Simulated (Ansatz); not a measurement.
The relaxed structure here is a generated cell of ZrS2: the first start was made by placing the elements on the sites of a structure type, and the end was not matched to a known phase here, so it may be hypothetical. Known forms of ZrS2 include space group No. 164.

One stationary structure of ZrS$_{2}$. Space group Pa-3 (No. 205). The numbers are results of r2SCAN (plane waves to 500 eV, PAW, scalar-relativistic; Ansatz, a first-principles code), not measurements.

```cif
data_S8Zr4
_chemical_formula_sum 'Zr4 S8'
_space_group_name_H-M_alt 'P 1'
_space_group_IT_number 1
_cell_length_a 6.33799
_cell_length_b 6.33799
_cell_length_c 6.33799
_cell_angle_alpha 90.000
_cell_angle_beta 90.000
_cell_angle_gamma 90.000
loop_
_space_group_symop_operation_xyz
  'x, y, z'
loop_
_atom_site_label
_atom_site_type_symbol
_atom_site_fract_x
_atom_site_fract_y
_atom_site_fract_z
_atom_site_occupancy
Zr1 Zr 0.00000 0.00000 0.00000 1
Zr2 Zr 0.50000 0.50000 0.00000 1
Zr3 Zr 0.00000 0.50000 0.50000 1
Zr4 Zr 0.50000 0.00000 0.50000 1
S1 S 0.34734 0.34734 0.34734 1
S2 S 0.84734 0.15266 0.65266 1
S3 S 0.65266 0.84734 0.15266 1
S4 S 0.15266 0.65266 0.84734 1
S5 S 0.65266 0.65266 0.65266 1
S6 S 0.15266 0.84734 0.34734 1
S7 S 0.34734 0.15266 0.84734 1
S8 S 0.84734 0.34734 0.15266 1
```

- Volume per atom: 21.22 Å³
- Band gap: 0.53 eV, indirect (valence top at Γ, conduction bottom at R) (no spin-orbit coupling)
- Smallest direct gap: 0.76 eV at Γ
- Shortest distances: S–Zr 2.59 Å; S–S 3.35 Å
- k-mesh: 4×4×4

Band energies at high-symmetry points (eV from the VBM; labels of this space group; no spin-orbit coupling), from −5 eV up to 2.1 eV:

```tsv
point	energies
Γ	-4.56 -4.56 -4.56 -3.76 -3.76 -3.76 -3.55 -3.55 -3.29 -3.29 -2.62 -2.62 -2.62 -1.81 -1.24 -1.24 -1.24 -0.92 0.00 0.00 0.00 0.76 0.76 0.76 1.18 1.18 1.58 1.58 1.58 1.95
X	-4.93 -4.93 -4.45 -4.45 -4.44 -4.44 -4.01 -4.01 -3.74 -3.74 -3.25 -3.25 -3.19 -3.19 -2.51 -2.51 -1.81 -1.81 -1.62 -1.62 -0.96 -0.96 -0.37 -0.37 1.46 1.46 1.48 1.48 1.66 1.66 1.74 1.74
M	-4.57 -4.57 -4.57 -4.57 -4.32 -4.32 -4.32 -4.32 -3.36 -3.36 -3.36 -3.36 -2.56 -2.56 -2.56 -2.56 -1.97 -1.97 -1.97 -1.97 -1.05 -1.05 -1.05 -1.05 1.31 1.31 1.31 1.31 1.74 1.74 1.74 1.74
R	-4.93 -4.93 -4.93 -4.93 -4.01 -4.01 -4.01 -4.01 -3.09 -3.09 -3.09 -3.09 -2.35 -2.35 -2.35 -2.35 -1.62 -1.62 -1.62 -1.62 -1.57 -1.57 -1.57 -1.57 0.53 0.53 0.53 0.53 1.37 1.37 1.37 1.37
X1	-4.93 -4.93 -4.45 -4.45 -4.44 -4.44 -4.01 -4.01 -3.74 -3.74 -3.25 -3.25 -3.19 -3.19 -2.51 -2.51 -1.81 -1.81 -1.62 -1.62 -0.96 -0.96 -0.37 -0.37 1.46 1.46 1.48 1.48 1.66 1.66 1.74 1.74
```

No spin polarisation in the result.

The run could not lose the symmetry of its start, so the end can be a saddle point.
